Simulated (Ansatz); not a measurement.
## BeCu₂Si₂ in Ansatz, settings compared

The input file (Ansatz 0.2.0, plane waves):

```yaml
crystal:
  lattice:
    - [0.0, 3.544748, 0.0]
    - [3.544748, 0.0, 0.0]
    - [1.772374, 1.772374, -4.515894]
  atoms:
    - { symbol: Cu, position: [0.75, 0.25, 0.5] }
    - { symbol: Cu, position: [0.25, 0.75, 0.5] }
    - { symbol: Si, position: [0.368, 0.368, 0.264] }
    - { symbol: Si, position: [0.632, 0.632, 0.736] }
    - { symbol: Be, position: [0.0, 0.0, 0.0] }
  symmetry: { tolerance: 0.0003 }
kpoints:
  mp_grid: { grid: [6, 6, 6], shift: [0, 0, 0] }
magnetization:
  spin_polarized: false
scf:
  occupations: { method: fermi_dirac }
hamiltonian:
  pseudopotentials: { kind: paw }
  xc: r2scan
basis:
  ecutwfc: 500
output:
  forces: true
  stress: true
  eigenvalues: true
  write_density: true
  write_potential: true
  elf: true
  volumetric_format: npy
```

Run with:

```bash
ansatz run input.yaml --threads 1 --pin off --max-ram 2560MiB --backend cpu --events-out ev --progress --plain --runs-dir out
```

Origin of the cell: a known structure type with other elements, at an estimated volume, so it need not be a known compound.

The smearing width isn't typed, so it takes its default of 0.1 eV.

Output of this run (shortened):

```
SCF iter   1: F=—  HF=-14628.753555 eV  Δρ=2.92e-2  dr2=4.68e-1  dr2_τ=4.80e-2
SCF iter   2: F=—  HF=-14628.781220 eV  Δρ=1.50e-2  dr2=7.35e-2  dr2_τ=1.76e-3  defer=1
SCF iter   3: F=—  HF=-14628.750473 eV  Δρ=7.62e-3  dr2=6.40e-2  dr2_τ=1.24e-4  defer=1
SCF iter   4: F=—  HF=-14628.738837 eV  Δρ=2.05e-3  dr2=7.01e-3  dr2_τ=2.63e-5  defer=1
SCF iter   5: F=—  HF=-14628.738035 eV  Δρ=9.22e-4  dr2=1.09e-3  dr2_τ=4.73e-6  defer=1
SCF iter   6: F=—  HF=-14628.737878 eV  Δρ=2.45e-4  dr2=3.36e-5  dr2_τ=1.87e-7  defer=1
SCF iter   7: F=—  HF=-14628.737879 eV  Δρ=4.25e-5  dr2=9.83e-7  dr2_τ=1.26e-8  defer=1
SCF iter   8: F=—  HF=-14628.737881 eV  Δρ=1.48e-5  dr2=1.23e-7  dr2_τ=1.37e-9  defer=1
SCF iter   9: F=-14628.737881 eV  HF=-14628.737881 eV  Δρ=4.08e-6  dr2=9.91e-9  dr2_τ=1.16e-10
SCF 1 converged in 9 iterations: F = -14628.737881 eV  dr2 = 9.91e-9
SCF converged after 9 iterations
Free energy (F): -14628.737881 eV
Harris-Foulkes:  -14628.737881 eV  (|F-HF|=8.40e-10)
Internal energy: -14628.690148 eV  (E = F + TS)
E sigma→0 (E₀):  -14628.714015 eV
Entropy (-TS):   -0.047733 eV (-9.547 meV/atom)
Fermi energy:    14.229099 eV
--- Per-component energies (eV) ---
  E_band       = -882.414468
  E_kinetic    = 718.165131
  E_local      = -11819.775303  (includes V_loc(G=0)·N_el)
  E_nonlocal   = 835.348336
  E_hartree    = 5355.361931
  E_xc         = -300.553926
  E_vxc        = -389.736714  (∫ρ·V_xc dr)
  E_paw        = -4442.472730  (= ΣΔE_a)
  E_vpaw       = -962.482374  (= ΣTr[D̂ρ^β])
  E_aug_tail   = 0.000307  (compensation charges beyond the density's cutoff)
  E_vtau       = 25.352081  (kinetic-family band-sum trace: ∫τ·v_τ [+ j·A + Jᵃ·Aᵃ] dr)
  E_ewald      = -4973.996783
  E_core_change = -0.767109  (= ΣΔE_core)
  E_smearing   = -0.047733  (= −TS)
  Σ components = -14628.737881   (vs F -14628.737881, Δ=0.00e0)
--- Forces (eV/Å), atoms counted from 1 ---
  atom   1  Cu     0.000000     0.000000     0.000000
  atom   2  Cu     0.000000     0.000000     0.000000
  atom   3  Si     0.000000     0.000000     7.228734
  atom   4  Si     0.000000     0.000000    -7.228734
  atom   5  Be    -0.000000    -0.000000     0.000000
  max |Σ_I F_I| component: 0.0 eV/Å
--- Stress (GPa, compression-positive) ---
       56.513840       0.000000       0.000000
        0.000000      56.513840       0.000000
        0.000000       0.000000      37.959275
  P = ⅓ Tr σ = 50.3290 GPa (503.290 kbar)
```

The same input was run again with these changes:

1. `basis.xc_grid` default → 3
2. `scf.occupations.method` fermi_dirac → cold; `scf.occupations.width` default → 0.2; `scf.algorithm` default → direct_min; `scf.n_extra_bands` default → 16
3. `scf.mixing.algorithm` default → anderson; `scf.mixing.beta` default → 0.9; `scf.mixing.ndim` default → 2
4. `kpoints.mp_grid.shift` [0, 0, 0] → [0.5, 0.5, 0.5]; `scf.lower_state_search` default → "off"; `accuracy` default → medium

```tsv
run	end	SCF iterations	P (GPa)	max force component (eV/Å)	moment (μB)	ΔE(σ→0) (meV/atom)
base	converged	9	50.33	7.229	–	0
1	converged	9	50.33	7.229	–	0.00
2	converged	10	50.22	7.224	–	-0.62
3	converged	12	50.33	7.229	–	0.00
4	converged	9	50.11	7.226	–	1.29
```

Energies are compared only where functional, datasets, charge and starting cell are the same.

Not properties of the system: run 2 (too coarse or loose: `scf.occupations.width` = 0.2).

Caveats of the base run: no moments, though an odd count or open d shells may carry them; the given cell is far from equilibrium, with atoms too close or a volume far off; the k mesh is coarse if the cell is a metal.

Run 2: wide smearing.
Run 4: the k mesh keeps only part of the crystal's symmetry.

The base run took 14 s on 1 thread of Arm Neoverse V1, with other jobs on the host, peak memory 0.47 GiB, from the program's own first density.
